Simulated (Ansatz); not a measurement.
AlGa₃N₄:
```yaml
crystal:
  lattice:
    - [5.14234, 0.00000, 0.00000]
    - [0.00000, 3.16499, 0.00000]
    - [-0.00358, 0.00000, 5.47826]
  atoms:
    - { symbol: Al, position: [0.00061, 0.50000, 0.66737] }
    - { symbol: Ga, position: [0.49910, 0.50000, 0.33492] }
    - { symbol: Ga, position: [0.49903, 0.00000, 0.83154] }
    - { symbol: Ga, position: [0.99978, 0.00000, 0.16619] }
    - { symbol: N, position: [0.11964, 0.50000, 0.34010] }
    - { symbol: N, position: [0.11761, 0.00000, 0.82639] }
    - { symbol: N, position: [0.62042, 0.00000, 0.16621] }
    - { symbol: N, position: [0.63120, 0.50000, 0.66728] }
```

x, y and z are the axes in which the lattice vectors are written.

Problem. Give the proper piezoelectric stress tensor with relaxed ions from PBEsol (plane waves, PAW; program Ansatz).

Solution. In C/m², rows x, y, z, Voigt columns; mesh uncertainty up to 0.00.
```
-0.91   0.48   0.47   0.00   0.00   0.00
 0.00   0.00   0.00  -0.03   0.00   0.32
 0.00  -0.01   0.02   0.00   0.32   0.00
```

The elastic tensor of the same run (GPa):

```tsv
	1	2	3	4	5	6
1	382	95.4	95.5	0.0	0.0	0.0
2	95.4	353	130	0.0	0.8	0.0
3	95.5	130	351	0.0	-1.3	0.0
4	0.0	0.0	0.0	111	0.0	0.7
5	0.0	0.8	-1.3	0.0	94.1	0.0
6	0.0	0.0	0.0	0.7	0.0	94.4
```

Problem. Convert to strain constants d = e·S.

Solution. In pC/N:
```
-3.2   1.6   1.6   0.0   0.0   0.0
 0.0   0.0   0.0  -0.3   0.0   3.4
 0.0  -0.1   0.1   0.0   3.4   0.0
```

Space group Pm. The first step of the workflow began from a Materials Project structure, measured or hypothetical; the Crystallography Open Database copy checked does not list it. With Al and Ga taken as one species the cell has the higher symmetry P6_3mc, so it may be an ordered model of a mixed-site phase. Whether it is the stable phase at ambient conditions was not checked. The PBEsol relaxation kept the symmetry of its start; of distortions, only those at the zone centre were tested.

Potentials: the later of the program's two PAW sets.
